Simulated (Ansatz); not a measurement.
NiSb (NiAs type, P6_3/mmc) at seven volumes, plane-wave PAW LDA (Ansatz code), shape and atoms relaxed at each. One row is withheld.

| V (Å³/atom) | P (GPa) |
|---|---|
| 14.906 | 16.74 |
| 15.397 | 10.21 |
| 15.889 | 4.68 |
| 16.380 | 0.01 |
| 16.872 | -3.88 |
| 17.363 | ? |
| 17.855 | -9.83 |

Problem. Fit the shown pressures and predict the withheld one.

Solution. P = (3/2)B₀(x^(7/2) − x^(5/2))[1 + (3/4)(B′ − 4)(x − 1)] with x = (V₀/V)^(2/3). Least squares on the six rows gives V₀ = 16.384 Å³/atom, B₀ = 141 GPa, B′ = 4.84. At V = 17.363, x = 0.9620 and P = -7.11 GPa. The run itself gave -7.12 GPa.

Symmetry was held in the LDA relaxation; of distortions, only those at the zone centre were tested. The run is not spin-polarised. Spin–orbit coupling is left out wherever it is not named.

Potentials: the later of the program's two PAW sets.
